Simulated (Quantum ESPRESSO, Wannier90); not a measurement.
**KF (rock salt), plane waves to Wannier functions**

Structure: Materials Project mp-463, symmetrised, not relaxed again. COD (Crystallography Open Database) has an entry of this formula and space group (matched by these alone). Level: LDA, no spin polarisation, no spin-orbit coupling; pw.x of Quantum ESPRESSO at 68 Ry with PseudoDojo potentials, 10×10×10 k-points, Wannier90. Density: 10×10×10 mesh, cold smearing 0.01 Ry.

On the energy scale of pw.x, whose zero is arbitrary, the valence-band maximum lies at 1.22 eV.

Input w.win:

```
num_bands = 3
num_wann = 3
exclude_bands = 1-5,9-15
num_iter = 1000
conv_tol = 1.0e-6
conv_window = 4
write_hr = true
write_u_matrices = true
auto_projections = true
begin unit_cell_cart
ang
    0.0000000000    2.6544150000    2.6544150000
    2.6544150000    0.0000000000    2.6544150000
    2.6544150000    2.6544150000    0.0000000000
end unit_cell_cart
begin atoms_frac
K    0.0000000000  0.0000000000  0.0000000000
F    0.5000000000  0.5000000000  0.5000000000
end atoms_frac
mp_grid = 10 10 10
begin kpoints
0.0000000000 0.0000000000 0.0000000000
0.0000000000 0.0000000000 0.1000000000
0.0000000000 0.0000000000 0.2000000000
... (997 more lines: the 10x10x10 mesh through Gamma)
end kpoints
```

Input of pw2wannier90.x that gives the overlap and projection files (equivalent; here they were cut from one run over all bands):

```
&inputpp
  outdir = './out'
  prefix = 'pwscf'
  seedname = 'w'
  write_amn = .true.
  write_mmn = .true.
  atom_proj = .true.
  atom_proj_exclude = 1 2 3 4 5 6
/
```

Output w.wout (banner and timings cut):

```
                                    ------
                                    SYSTEM
                                    ------

                              Lattice Vectors (Ang)
                    a_1     0.000000   2.654415   2.654415
                    a_2     2.654415   0.000000   2.654415
                    a_3     2.654415   2.654415   0.000000

                   Unit Cell Volume:      37.40559  (Ang^3)

                        Reciprocal-Space Vectors (Ang^-1)
                    b_1    -1.183535   1.183535   1.183535
                    b_2     1.183535  -1.183535   1.183535
                    b_3     1.183535   1.183535  -1.183535

 *----------------------------------------------------------------------------*
 |   Site       Fractional Coordinate          Cartesian Coordinate (Ang)     |
 +----------------------------------------------------------------------------+
 | k    1   0.00000   0.00000   0.00000   |    0.00000   0.00000   0.00000    |
 | f    1   0.50000   0.50000   0.50000   |    2.65442   2.65442   2.65442    |
 *----------------------------------------------------------------------------*
                                ------------
                                K-POINT GRID
                                ------------

             Grid size = 10 x 10 x 10      Total points = 1000

 *---------------------------------- MAIN ------------------------------------*
 |  Number of Wannier Functions               :                 3             |
 |  Number of Objective Wannier Functions     :                 3             |
 |  Number of input Bloch states              :                 3             |
 |  Output verbosity (1=low, 5=high)          :                 1             |
 |  Timing Level (1=low, 5=high)              :                 1             |
 |  Optimisation (0=memory, 3=speed)          :                 3             |
 |  Length Unit                               :               Ang             |
 |  Post-processing setup (write *.nnkp)      :                 F             |
 |  Using Gamma-only branch of algorithms     :                 F             |
 *----------------------------------------------------------------------------*
 *------------------------------- WANNIERISE ---------------------------------*
 |  Total number of iterations                :              1000             |
 |  Number of CG steps before reset           :                 5             |
 |  Trial step length for line search         :             2.000             |
 |  Convergence tolerence                     :         0.100E-05             |
 |  Convergence window                        :                 4             |
 |  Iterations between writing output         :                 1             |
 |  Iterations between backing up to disk     :               100             |
 |  Write r^2_nm to file                      :                 F             |
 |  Write xyz WF centres to file              :                 F             |
 |  Write on-site energies <0n|H|0n> to file  :                 F             |
 |  Use guiding centre to control phases      :                 F             |
 |  Use phases for initial projections        :                 F             |
 *----------------------------------------------------------------------------*
 *-------------------------------- PLOTTING ----------------------------------*
 |  Plotting Hamiltonian in WF basis          :                 T             |
 *----------------------------------------------------------------------------*

       ... (k-mesh section left out)

 Starting a new Wannier90 calculation ...

 Reading overlaps from w.mmn

 Reading projections from w.amn

 *------------------------------- WANNIERISE ---------------------------------*
 +--------------------------------------------------------------------+<-- CONV
 | Iter  Delta Spread     RMS Gradient      Spread (Ang^2)            |<-- CONV
 +--------------------------------------------------------------------+<-- CONV

 ------------------------------------------------------------------------------
 Initial State
  WF centre and spread    1  (  2.654415,  2.654415,  2.654415 )     0.79759892
  WF centre and spread    2  (  2.654415,  2.654415,  2.654415 )     0.79759892
  WF centre and spread    3  (  2.654415,  2.654415,  2.654415 )     0.79759892
  Sum of centres and spreads (  7.963245,  7.963245,  7.963245 )     2.39279675

      0     0.239E+01     0.0000000000        2.3927967520  <-- CONV
        O_D=      0.0000000 O_OD=      0.0020370 O_TOT=      2.3927968 <-- SPRD
 ------------------------------------------------------------------------------
      1    -0.588E-06     0.0003340932        2.3927961641  <-- CONV
        O_D=      0.0000000 O_OD=      0.0020364 O_TOT=      2.3927962 <-- SPRD
      2    -0.604E-07     0.0001490078        2.3927961038  <-- CONV
        O_D=      0.0000000 O_OD=      0.0020364 O_TOT=      2.3927961 <-- SPRD
      3    -0.651E-08     0.0000536303        2.3927960973  <-- CONV
        O_D=      0.0000000 O_OD=      0.0020364 O_TOT=      2.3927961 <-- SPRD
      4    -0.621E-09     0.0000198044        2.3927960966  <-- CONV
        O_D=      0.0000000 O_OD=      0.0020364 O_TOT=      2.3927961 <-- SPRD
             <<<     Delta < 1.000E-06  over  4 iterations     >>>
             <<< Wannierisation convergence criteria satisfied >>>
 Final State
  WF centre and spread    1  (  2.654415,  2.654415,  2.654415 )     0.79759870
  WF centre and spread    2  (  2.654415,  2.654415,  2.654415 )     0.79759870
  WF centre and spread    3  (  2.654415,  2.654415,  2.654415 )     0.79759870
  Sum of centres and spreads (  7.963245,  7.963245,  7.963245 )     2.39279610

         Spreads (Ang^2)       Omega I      =     2.390759718
        ================       Omega D      =     0.000000000
                               Omega OD     =     0.002036379
    Final Spread (Ang^2)       Omega Total  =     2.392796097
```
